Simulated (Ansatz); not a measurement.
An Ansatz input and the part of its output that reports the observables at the nuclei.

The cell is a COD entry, its atoms then relaxed with PBE in this cell.

```yaml
crystal:
  lattice:
    - [-1.8921, 1.8921, 4.7573]
    - [1.8921, -1.8921, 4.7573]
    - [1.8921, 1.8921, -4.7573]
  atoms:
    - { symbol: Ti, position: [0.0, 0.0, 0.0] }
    - { symbol: Ti, position: [0.75, 0.25, 0.5] }
    - { symbol: O, position: [0.2087868538, 0.2087868538, 0.0] }
    - { symbol: O, position: [0.9587868538, 0.4587868538, 0.5] }
    - { symbol: O, position: [0.5412131462, 0.0412131462, 0.5] }
    - { symbol: O, position: [0.7912131462, 0.7912131462, 0.0] }
kpoints:
  mp_grid: { grid: [11, 11, 11] }
scf:
  occupations: { method: fermi_dirac, width: 0.02 }
hamiltonian:
  xc: r2scan
  pseudopotentials: { kind: paw }
output:
  forces: true
  stress: true
  populations: true
  efg:
    quadrupole_moments_barn: { Ti: 0.247, O: -0.02558 }
    contact_densities: true
```

```sh
ansatz run input.yaml --threads 1 --pin off --max-ram 3072MiB --backend cpu --events-out ev --progress --plain --runs-dir out
```

Of the output, the block on the nuclei alone is shown; the set-up, the SCF iterations, energies, forces and stress are cut.

```
--- PAW observables at the nuclei: V_zz in 10²¹ V/m², potentials from the cell's mean, atoms counted from 1 ---
  atom   1  Ti V_zz =    +1.258300   η = 0.0000   by run symmetry: allowed   C_q = +7.5151 MHz
            electrostatic potential = -2524.698663 V   contact ρ = 56730.059524 e/Å³
  atom   2  Ti V_zz =    +1.258300   η = 0.0000   by run symmetry: allowed   C_q = +7.5151 MHz
            electrostatic potential = -2524.698663 V   contact ρ = 56730.059524 e/Å³
  atom   3  O  V_zz =    +1.924650   η = 0.6484   by run symmetry: allowed   C_q = -1.1904 MHz
            electrostatic potential = -623.407063 V   contact ρ = 2152.268680 e/Å³
  atom   4  O  V_zz =    +1.924650   η = 0.6484   by run symmetry: allowed   C_q = -1.1904 MHz
            electrostatic potential = -623.407063 V   contact ρ = 2152.268680 e/Å³
  atom   5  O  V_zz =    +1.924650   η = 0.6484   by run symmetry: allowed   C_q = -1.1904 MHz
            electrostatic potential = -623.407063 V   contact ρ = 2152.268680 e/Å³
  atom   6  O  V_zz =    +1.924650   η = 0.6484   by run symmetry: allowed   C_q = -1.1904 MHz
            electrostatic potential = -623.407063 V   contact ρ = 2152.268680 e/Å³
```

The run took 52 s of wall time (52 s of CPU time) and 0.64 GiB at its peak, on 1 thread of Arm Neoverse V1 (aarch64; 8 cores open to the job, memory cap 3.0 GiB, no GPU), a shared host with a load of 0.5 a core.
